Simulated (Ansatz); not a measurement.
Cr$_{2}$B: hydrostatic pressure series

Method: DFT PBEsol, scalar-relativistic, plane waves, PAW in Ansatz. Run with 420 eV cutoff, 12×12×12 k-mesh, Gaussian smearing of 0.10 eV, no spin polarisation.

The relaxed crystal:

```
Cr B
1.0
    -2.54270    2.54270    2.11710
     2.54270   -2.54270    2.11710
     2.54270    2.54270   -2.11710
Cr B
4 2
Direct
  0.66539 0.16539 0.83078
  0.16539 0.33461 0.50000
  0.33461 0.83461 0.16922
  0.83461 0.66539 0.50000
  0.25000 0.25000 0.00000
  0.75000 0.75000 0.00000
```

Cell and atoms are relaxed at each pressure within the symmetry of the start, at zero temperature, so transitions that lower the symmetry aren't seen. The k-mesh given is that at zero pressure and may differ at others. a, b and c are the lengths of the cell vectors above.

```
P (GPa) V (Å³/atom) V/V0  a (Å) b (Å) c (Å)
     -1         9.15  1.003  4.177  4.177  4.177
      0         9.13  1.000  4.173  4.173  4.173
      1         9.10  0.997  4.168  4.168  4.168
      4         9.01  0.988  4.156  4.156  4.156
     12         8.81  0.965  4.124  4.124  4.124
     25         8.52  0.933  4.078  4.078  4.078
     50         8.07  0.884  4.005  4.005  4.005
     90         7.52  0.824  3.913  3.913  3.913
```

(1) What bulk modulus and pressure derivative fit these points?

Results:

(1) A third-order Birch–Murnaghan fit gives B0 = 316 GPa and B0' = 4.0.